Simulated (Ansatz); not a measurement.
CoSi2:
```yaml
crystal:
  lattice:
    - [0.00000, 2.67989, 2.67989]
    - [2.67989, 0.00000, 2.67989]
    - [2.67989, 2.67989, 0.00000]
  atoms:
    - { symbol: Co, position: [0.00000, 0.00000, 0.00000] }
    - { symbol: Si, position: [0.25000, 0.25000, 0.25000] }
    - { symbol: Si, position: [0.75000, 0.75000, 0.75000] }
```

This is the PBE-relaxed structure.

### Question
All from plane-wave PAW PBE (Ansatz code), unless another level is named. Estimate the electronic character.

### Answer
metallic (no gap).

### Question
What about the density of states at the Fermi level?

### Answer
0.35 states/eV per atom (mean over ±0.08 eV).

### Question
Predict the formation energy from the elements (no fitted shifts).

### Answer
-0.47 eV/atom.

Space group Fm-3m (fluorite or antifluorite type). The PBE relaxation kept the symmetry of its start. The workflow began spin-polarised and lost its moments. The references are the lowest solids computed at this level, not always the standard phases.

Potentials: the later of the program's two PAW sets.
